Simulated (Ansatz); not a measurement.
## CsCdCl₃, first-principles data

CsCdCl3:
```xyz
5
Lattice="5.2580 0.0000 0.0000 0.0000 5.2580 0.0000 0.0000 0.0000 5.2580" Properties=species:S:1:pos:R:3 pbc="T T T"
Cs     0.0000     0.0000     0.0000
Cd     2.6290     2.6290     2.6290
Cl     0.0000     2.6290     2.6290
Cl     2.6290     0.0000     2.6290
Cl     2.6290     2.6290     0.0000
```

Space group Pm-3m (No. 221), cubic perovskite; conventional cell a = b = c = 5.2580 Å, α = β = γ = 90.00°.

Method: DFT-r²SCAN in the program Ansatz with PAW potentials. Structure relaxed to zero pressure with the same functional. Other levels are named where they apply.

Cell and energy:

```
Property                                                       Value
-----------------------------------------------------  -------------
Volume per atom                                             29.07 Å³
Density                                                   4.02 g/cm³
Formation energy from the elements (no fitted shifts)  -1.73 eV/atom
```

Electronic structure:

```
Quantity                                                       Result
------------------------------------------------  -------------------
Band gap                                           2.48 eV (indirect)
Valence-band maximum                                             at R
Conduction-band minimum                                          at Γ
Smallest direct gap on the standard path                      2.99 eV
Electron effective mass                           0.27 mₑ (isotropic)
Electron effective mass with spin–orbit coupling  0.27 mₑ (isotropic)
HSE06 gap on the r²SCAN cell                                  3.14 eV
Gap with spin–orbit coupling                                  2.48 eV
```

Mechanics:

```
Item                                  Result
----------------------------------  --------
Bulk modulus (Birch–Murnaghan fit)  35.6 GPa
Pressure derivative B′                   4.9
```

Charges:

```
Property                                Value
-------------  ------------------------------
Bader charges  Cs +0.88, Cd +1.25, Cl -0.71 e
```

The workflow started from a Materials Project entry (that database holds measured and hypothetical structures alike); the Crystallography Open Database files this formula in space group No. 221, but the cells were not matched. Whether it is the stable phase at ambient conditions was not checked. The r²SCAN relaxation kept the symmetry of its start; whether a distortion lowers the energy is not shown. The references are the lowest solids computed at this level, not always the standard phases (solids in place of the gases). Spin–orbit coupling is left out wherever it is not named.

Potentials: the later of the program's two PAW sets.
